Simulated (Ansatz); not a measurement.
Zr:
Space group P6₃/mmc (No. 194); a = 3.2465 Å, b = 3.2465 Å, c = 5.1522 Å, α = 90.00°, β = 90.00°, γ = 120.00°

```tsv
atom	site	symmetry	x	y	z
Zr	2d	-6m2	0.6667	0.3333	0.2500
```

Relaxed with r²SCAN.

Task: Which orbitals make up the states near the Fermi level in plane-wave PAW r²SCAN (Ansatz code)?

Result: Within 0.5 eV of the Fermi level: Zr 4d 90 %. Projections are on Löwdin-orthogonalised atomic valence shells; empty p or d shells of many metals are not among them.

Task: Tabulate the density of states.

Result: States/eV per cell of 2 atoms, in 0.25 eV bins, energy from the Fermi level.

```
E (eV)  total  Zr 4d  Zr 5s  Zr 4p
------  -----  -----  -----  -----
-6.10    0.00   0.00   0.00   0.00
-5.85    0.05   0.00   0.05   0.00
-5.60    0.11   0.00   0.10   0.00
-5.35    0.15   0.00   0.13   0.00
-5.10    0.19   0.00   0.17   0.00
-4.85    0.23   0.01   0.20   0.01
-4.60    0.27   0.01   0.23   0.01
-4.35    0.32   0.02   0.27   0.01
-4.10    0.37   0.04   0.31   0.01
-3.85    0.45   0.07   0.35   0.02
-3.60    0.56   0.12   0.40   0.02
-3.35    0.78   0.26   0.48   0.02
-3.10    1.72   1.03   0.63   0.03
-2.85    1.90   1.28   0.56   0.03
-2.60    2.15   1.62   0.47   0.03
-2.35    2.40   1.96   0.37   0.03
-2.10    2.81   2.48   0.26   0.04
-1.85    2.06   1.81   0.18   0.04
-1.60    1.96   1.74   0.14   0.04
-1.35    2.32   2.10   0.12   0.04
-1.10    2.64   2.39   0.12   0.04
-0.85    3.47   3.09   0.19   0.05
-0.60    2.88   2.52   0.19   0.04
-0.35    0.96   0.86   0.05   0.01
-0.10    1.34   1.18   0.06   0.02
0.15     2.62   2.35   0.11   0.03
0.40     3.44   3.09   0.16   0.03
0.65     3.15   2.79   0.16   0.02
0.90     3.46   3.01   0.20   0.03
1.15     3.50   3.02   0.21   0.02
1.40     3.85   3.41   0.17   0.02
1.65     2.65   2.38   0.08   0.01
1.90     1.91   1.79   0.03   0.01
2.15     1.50   1.43   0.02   0.00
2.40     1.47   1.41   0.02   0.00
2.65     1.41   1.36   0.02   0.00
2.90     1.40   1.35   0.02   0.00
3.15     1.40   1.35   0.02   0.00
3.40     1.43   1.37   0.03   0.00
3.65     1.51   1.43   0.04   0.00
3.90     1.77   1.67   0.06   0.00
```

Space group P6_3/mmc (hcp (Mg type)). Symmetry was held in the r²SCAN relaxation. No spin polarisation was allowed. Axis ratios of metals converge slowly with the k-mesh, so a and c are less sure than the volume. Spin–orbit coupling is left out wherever it is not named.

Potentials: the earlier of the program's two PAW sets.
